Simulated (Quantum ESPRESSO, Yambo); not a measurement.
## Quasiparticle gap of SrCd₂P₂

```cif
data_Cd2P2Sr
_chemical_formula_sum 'P2 Sr1 Cd2'
_space_group_name_H-M_alt 'P-3m1'
_space_group_IT_number 164
_space_group_name_Hall '-P 3 2"'
_cell_length_a 4.35952
_cell_length_b 4.35952
_cell_length_c 7.31153
_cell_angle_alpha 90.000
_cell_angle_beta 90.000
_cell_angle_gamma 120.000
loop_
_atom_site_label
_atom_site_type_symbol
_atom_site_symmetry_multiplicity
_atom_site_Wyckoff_symbol
_atom_site_fract_x
_atom_site_fract_y
_atom_site_fract_z
_atom_site_occupancy
P1 P 2 d 0.33333 0.66667 0.25433 1
Sr1 Sr 1 a 0.00000 0.00000 0.00000 1
Cd1 Cd 2 d 0.66667 0.33333 0.36513 1
```

The geometry is that of Materials Project entry mp-8277, symmetrised and not relaxed again.

Starting point: LDA (Quantum ESPRESSO, PseudoDojo norm-conserving, 102 Ry, without SOC). G0W0 in Yambo: 3×3×2 Γ-centred k mesh, bands 9 to 230 and a 8 Ry block in the screening, 230 bands in G with the Bruneval-Gonze terminator, plasmon pole fitted at 27.2 eV.

* **LDA gap along the band path**: 0.54 eV
* **LDA gap between the mesh's edge points (Γ → Γ)**: 0.54 eV
* **G0W0 gap between the same points**: 1.31 eV

```json
[
 {"k point": "Γ", "band": "VB", "E LDA (eV)": "0.00", "E QP (eV)": "-0.57", "shift (eV)": "-0.57", "Z": "0.78"},
 {"k point": "Γ", "band": "CB", "E LDA (eV)": "0.54", "E QP (eV)": "0.74", "shift (eV)": "0.20", "Z": "0.79"},
 {"k point": "A", "band": "VB", "E LDA (eV)": "-0.60", "E QP (eV)": "-1.15", "shift (eV)": "-0.55", "Z": "0.78"},
 {"k point": "A", "band": "CB", "E LDA (eV)": "0.73", "E QP (eV)": "1.19", "shift (eV)": "0.46", "Z": "0.80"}
]
```

Energies count from the LDA valence-band maximum.

Nearest settings tried, and what they do to the gap: 180 bands in W, 180 bands in G: -2 meV; 6 Ry block (233 vectors against 325): -12 meV; 3×3×1 mesh: -84 meV. So the settings aren't converged at that level. The k mesh is coarse.

Spin-orbit splittings are left out.

The structure is a Materials Project entry; no match was found in the copy of COD used, and its stability was not checked.
